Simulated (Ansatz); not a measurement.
LaBi (rock salt, Fm-3m) under volume change, the program Ansatz at the LDA level (PAW), scaled uniformly.

| V (Å³/atom) | E − E(relaxed) (meV/atom) | P (GPa) |
|---|---|---|
| 31.266 | 57.8 | 6.51 |
| 32.297 | 24.3 | 3.99 |
| 33.328 | 5.8 | 1.84 |
| 34.358 | 0.0 | 0.00 |
| 35.389 | 5.2 | -1.57 |
| 36.420 | 19.7 | -2.90 |
| 37.451 | 42.1 | -4.04 |

Problem. What does a third-order Birch–Murnaghan fit give for V₀, B₀ and B′?

Solution. V₀ = 34.36 Å³/atom, B₀ = 56.4 GPa, B′ = 4.3.

The first step of the workflow began from a Materials Project structure, measured or hypothetical; the Crystallography Open Database files this formula in space group No. 225, but the cells were not matched. Whether it is the stable phase at ambient conditions was not checked. The LDA relaxation kept the symmetry of its start; of distortions, only those at the zone centre were tested. Scalar-relativistic: spin–orbit coupling is off unless named, which matters more the heavier the elements.

Potentials: the later of the program's two PAW sets.
